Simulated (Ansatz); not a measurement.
LiCuP4Ru2O14, one structure, two calculations

Cell: a computed structure from the Materials Project (it need not be an observed phase).

```yaml
crystal:
  lattice:
    - [4.90932, 0.00000, 0.00000]
    - [-2.08192, 6.48946, 0.00000]
    - [-0.26299, -0.47369, 8.38784]
  atoms:
    - { symbol: Li, position: [0.42899, 0.53287, 0.06161] }
    - { symbol: Cu, position: [0.00920, 0.99957, 0.50772] }
    - { symbol: P, position: [0.38517, 0.75904, 0.80271] }
    - { symbol: P, position: [0.60436, 0.23878, 0.19878] }
    - { symbol: P, position: [0.03206, 0.65796, 0.27218] }
    - { symbol: P, position: [0.96301, 0.34439, 0.72968] }
    - { symbol: Ru, position: [0.49873, 0.49889, 0.50029] }
    - { symbol: Ru, position: [0.99580, 0.00044, 0.99872] }
    - { symbol: O, position: [0.14117, 0.83187, 0.16242] }
    - { symbol: O, position: [0.85002, 0.16550, 0.83432] }
    - { symbol: O, position: [0.47862, 0.75787, 0.63117] }
    - { symbol: O, position: [0.51475, 0.23722, 0.37157] }
    - { symbol: O, position: [0.19719, 0.52125, 0.84086] }
    - { symbol: O, position: [0.78879, 0.48117, 0.16671] }
    - { symbol: O, position: [0.19540, 0.89873, 0.81981] }
    - { symbol: O, position: [0.79457, 0.10162, 0.17736] }
    - { symbol: O, position: [0.27141, 0.56387, 0.30930] }
    - { symbol: O, position: [0.73344, 0.43922, 0.68126] }
    - { symbol: O, position: [0.61647, 0.77862, 0.93737] }
    - { symbol: O, position: [0.36797, 0.22594, 0.06879] }
    - { symbol: O, position: [0.13124, 0.28702, 0.58672] }
    - { symbol: O, position: [0.87665, 0.71520, 0.41876] }
```

Atom numbers follow the list; atoms alike are taken as one site, whose name carries the number of the first.

First run. All values are calculated (Ansatz; DFT, PBE, plane waves and PAW, scalar-relativistic, collinear spin, 420 eV cutoff, Γ-centred 5×4×3 k-points, Fermi–Dirac smearing 0.02 eV), not measured. Start moments as typed (μB): 1 on each Ru, none on the rest.

```tsv
site	atom	V_zz (10²¹ V/m²)	η	m (μB)
Cu	2	-3.10	0.52	0.06
P3	3	6.55	0.29	0.00
P5	5	4.93	0.50	0.00
Ru7	7	-16.41	0.29	0.54
Ru8	8	-15.88	0.09	0.62
O9	9	10.70	0.18	0.00
O10	10	10.98	0.25	0.01
O11	11	9.93	0.53	0.01
O12	12	9.76	0.58	0.02
O15	15	10.49	0.21	0.03
O16	16	10.54	0.15	0.03
O17	17	10.39	0.41	0.02
O18	18	11.37	0.12	0.03
O21	21	-10.64	0.64	0.02
```

Second run. The same atoms and settings, except that the mesh is 7×5×4 and the Fermi–Dirac smearing is 0.05 eV.

**Question.** What does the second run give?

**Answer.** 

```json
{"site": "Cu", "atom": "2", "V_zz": "-2.99", "η": "0.47", "change of V_zz": "+0.11", "m (μB)": "0.06"}
{"site": "P3", "atom": "3", "V_zz": "6.53", "η": "0.29", "change of V_zz": "-0.02", "m (μB)": "0.00"}
{"site": "P5", "atom": "5", "V_zz": "4.92", "η": "0.49", "change of V_zz": "-0.01", "m (μB)": "0.00"}
{"site": "Ru7", "atom": "7", "V_zz": "-13.13", "η": "0.34", "change of V_zz": "+3.28", "m (μB)": "0.53"}
{"site": "Ru8", "atom": "8", "V_zz": "-13.68", "η": "0.16", "change of V_zz": "+2.20", "m (μB)": "0.62"}
{"site": "O9", "atom": "9", "V_zz": "10.68", "η": "0.17", "change of V_zz": "-0.02", "m (μB)": "0.01"}
{"site": "O10", "atom": "10", "V_zz": "10.94", "η": "0.23", "change of V_zz": "-0.04", "m (μB)": "0.01"}
{"site": "O11", "atom": "11", "V_zz": "9.89", "η": "0.51", "change of V_zz": "-0.04", "m (μB)": "0.02"}
{"site": "O12", "atom": "12", "V_zz": "9.73", "η": "0.57", "change of V_zz": "-0.03", "m (μB)": "0.02"}
{"site": "O15", "atom": "15", "V_zz": "10.50", "η": "0.23", "change of V_zz": "+0.01", "m (μB)": "0.03"}
{"site": "O16", "atom": "16", "V_zz": "10.55", "η": "0.17", "change of V_zz": "+0.01", "m (μB)": "0.03"}
{"site": "O17", "atom": "17", "V_zz": "10.43", "η": "0.43", "change of V_zz": "+0.04", "m (μB)": "0.02"}
{"site": "O18", "atom": "18", "V_zz": "11.38", "η": "0.15", "change of V_zz": "+0.01", "m (μB)": "0.03"}
{"site": "O21", "atom": "21", "V_zz": "-10.71", "η": "0.64", "change of V_zz": "-0.07", "m (μB)": "0.02"}
```

The largest change of V_zz is on Ru7, from -16.41 to -13.13. In per cent, |V_zz| changes by -4 on Cu, 0 on P, -20 to -14 on Ru, 0 to +1 on O (all sites that start above 2). The table leaves out 8 of the 22 sites, with |V_zz| up to 12.73; their tensors move by 0.07 at most along any direction. The statements above cover all sites.

Without spin–orbit coupling (the program notes it for Ru) the gradients can shift somewhat, as the gap is small. Semilocal functionals can leave a metal where correlation in the d or f shell opens a gap in the real compound, and that would change the values at and beside Cu and Ru. With these PAW files V_zz is typically within 2 to 3 % of all-electron values, but misses above 10 % occur on Li, Ru. All moments are parallel here, as the start or the cell imposes; many such compounds order antiparallel, where fields and spin densities carried over to other atoms largely cancel. The magnetic order is the one that the run reached from its start moments, not necessarily the measured one (the real compound may not order at all).
For the first run: The largest force is 0.3 eV/Å, so the atoms aren't at the calculated equilibrium and relaxing them would move these values.
